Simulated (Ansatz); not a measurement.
TiS2:
```yaml
crystal:
  lattice:
    - [3.31477, 0.00000, 0.00000]
    - [-1.65739, 2.87068, 0.00000]
    - [0.00000, 0.00000, 5.44636]
  atoms:
    - { symbol: Ti, position: [0.00000, 0.00000, 0.00000] }
    - { symbol: S, position: [0.33333, 0.66667, 0.26092] }
    - { symbol: S, position: [0.66667, 0.33333, 0.73908] }
```

Relaxed with LDA. Special points in fractions of this cell's reciprocal vectors: Γ (0.000, 0.000, 0.000); M (0.500, 0.000, 0.000); K (0.333, 0.333, 0.000); A (0.000, 0.000, 0.500); L (0.500, 0.000, 0.500); H (0.333, 0.333, 0.500).

List the band energies nearest the Fermi level at these points for LDA (plane waves, PAW; program Ansatz).

In eV from the Fermi level; about four levels below and three above (degenerate sets whole), none deeper than 8.9 eV; points with the same levels are listed once.

```json
[
 {"k": "Γ", "below": "-5.94 -2.79 -2.79", "above": "0.30 0.30 0.30"},
 {"k": "M", "below": "-3.14 -2.99 -2.65 -1.62", "above": "0.17 1.77 2.25"},
 {"k": "K", "below": "-4.43 -4.43 -2.82 -2.82 -2.35", "above": "1.36 2.05 2.05"},
 {"k": "A", "below": "-3.83 -2.89 -2.71 -2.71", "above": "0.00 0.00 0.53 0.53"},
 {"k": "L", "below": "-2.94 -1.07 -1.06 -0.23", "above": "1.76 2.21 3.52"},
 {"k": "H", "below": "-3.92 -3.43 -2.23 -2.23", "above": "1.38 1.54 1.54"}
]
```

Space group P-3m1 (CdI2 type). The LDA relaxation kept the symmetry of its start; phonons on a q-mesh show no instability. The run is not spin-polarised. A crystal of weakly bound layers computed without a dispersion correction: the cell and the soft elastic constants depend strongly on that.

Potentials: the later of the program's two PAW sets.
